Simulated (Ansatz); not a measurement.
Relaxed-ion elastic tensor of CuAu (L1₀ or tetragonal B2, P4/mmm) in GPa (Voigt order), DFT-LDA in the program Ansatz with PAW potentials; density 15.70 g/cm³, 13.77 Å³ per atom.

|  | 1 | 2 | 3 | 4 | 5 | 6 |
|---|---|---|---|---|---|---|
| 1 | 243 | 164 | 176 | 0.0 | 0.0 | 0.0 |
| 2 | 164 | 243 | 176 | 0.0 | 0.0 | 0.0 |
| 3 | 176 | 176 | 207 | 0.0 | 0.0 | 0.0 |
| 4 | 0.0 | 0.0 | 0.0 | 73.3 | 0.0 | 0.0 |
| 5 | 0.0 | 0.0 | 0.0 | 0.0 | 73.3 | 0.0 |
| 6 | 0.0 | 0.0 | 0.0 | 0.0 | 0.0 | 40.4 |

Task: Is the crystal mechanically stable?

Result: Yes: the smallest eigenvalue of C is 38.4 GPa.

Task: Work out the Voigt, Reuss and Hill averages.

Result: K_V = 192, K_R = 191, K_H = 191; G_V = 49.2, G_R = 38.7, G_H = 43.9 GPa.

Task: Give Young's modulus, Poisson's ratio, Pugh's ratio and the universal anisotropy index.

Result: E = 9KG/(3K + G) = 122 GPa; ν = 0.39; K/G = 4.35 (ductile by the Pugh limit of 1.75); A_U = 5G_V/G_R + K_V/K_R − 6 = 1.37.

Task: Estimate the sound speeds and the Debye temperature.

Result: v_l = √((K + 4G/3)/ρ) = 3990 m/s, v_t = √(G/ρ) = 1670 m/s, mean 1890 m/s; Θ = (h/k)(3n/4πV)^(1/3) v_m = 235 K.

Task: How much does each axis shrink under pressure?

Result: Linear compressibilities β_i = Σ_j S_ij (j = 1 to 3): x 1.4, y 1.4, z 2.5 per TPa.

Symmetry was held in the LDA relaxation; of distortions, only those at the zone centre were tested. No spin polarisation was allowed. As this level gives no gap, shear constants depend on the k-mesh and smearing (Fermi–Dirac, 0.1 eV here). On the denser mesh and wider smearing of the elastic run this cell carries a stress of 0.4 GPa. Spin–orbit coupling is left out wherever it is not named.

Potentials: the earlier of the program's two PAW sets.
